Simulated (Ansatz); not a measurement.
The end point of a relaxation of MgO. Space group P6₃mc (No. 186), AFLOW prototype AB_hP8_186_ab_ab (B5, as in SiC). These are PBEsol (plane waves to 420 eV, PAW, scalar-relativistic; Ansatz, a program for electronic structure) values and carry that method's errors.

```cif
data_Mg4O4
_chemical_formula_sum 'Mg4 O4'
_space_group_name_H-M_alt 'P 1'
_space_group_IT_number 1
_cell_length_a 3.25535
_cell_length_b 3.25535
_cell_length_c 10.41577
_cell_angle_alpha 90.000
_cell_angle_beta 90.000
_cell_angle_gamma 120.000
loop_
_space_group_symop_operation_xyz
  'x, y, z'
loop_
_atom_site_label
_atom_site_type_symbol
_atom_site_fract_x
_atom_site_fract_y
_atom_site_fract_z
_atom_site_occupancy
Mg1 Mg 0.00000 0.00000 0.00235 1
Mg2 Mg 0.00000 0.00000 0.50235 1
Mg3 Mg 0.66667 0.33333 0.75100 1
Mg4 Mg 0.33333 0.66667 0.25100 1
O1 O 0.00000 0.00000 0.81095 1
O2 O 0.00000 0.00000 0.31095 1
O3 O 0.66667 0.33333 0.56133 1
O4 O 0.33333 0.66667 0.06133 1
```

**Question.** Estimate the band gap that PBEsol returns for this input.

**Answer.** 3.46 eV, direct at Γ (no spin-orbit coupling).

No spin polarisation in the result.

The run could not lose the symmetry of its start; a randomly shaken copy of 8 atoms returns to this structure.

The first start was generated by placing the elements on the sites of a structure type. Materials Project lists a structure of MgO in the same space group, P6₃mc (No. 186); the sites were not compared with it, nor with measured phases. Known forms of MgO include space group No. 225.
